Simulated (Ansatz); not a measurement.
# Two states of EuMn$_{2}$Sb$_{2}$

```
Sb Mn Eu
1.0
     4.64009    0.00000    0.00000
    -2.32005    4.01844    0.00000
     0.00000    0.00000    7.77749
Sb Mn Eu
2 2 1
Direct
  0.33330 0.66670 0.26000
  0.66670 0.33330 0.74000
  0.33330 0.66670 0.62000
  0.66670 0.33330 0.38000
  0.00000 0.00000 0.00000
```

Level: r2SCAN; 500 eV; 6×6×3 Γ-centred mesh; fermi-dirac occupations (width 0.0586 eV); Ansatz 0.2.0, fixed geometry.

State A: Mn3 up, Mn4 down, Eu5 up (collinear spin). State B: Mn3 up, Mn4 up, Eu5 up (collinear spin).

Which state is lower, and how do they differ?

State A is lower by 74.5 meV an atom at zero smearing; in free energy at this smearing B lies +72.3 meV an atom from A.

```
state  free energy (meV/atom)  largest moment in a small sphere (μB)  net moment (μB/cell)  gap on mesh (eV)  pressure (GPa)  largest force (eV/Å)
    A                     0.0                                   6.91                  6.99              0.05            -2.6                  0.23
    B                    72.3                                   6.95                 16.64             metal            -1.6                  0.17
```

Origin: a database entry at a rescaled volume. Caveats: no spin-orbit coupling, which can shift this gap by tenths of an eV; the gap is not wide against the smearing; f shells without a U or exact exchange are poorly placed.
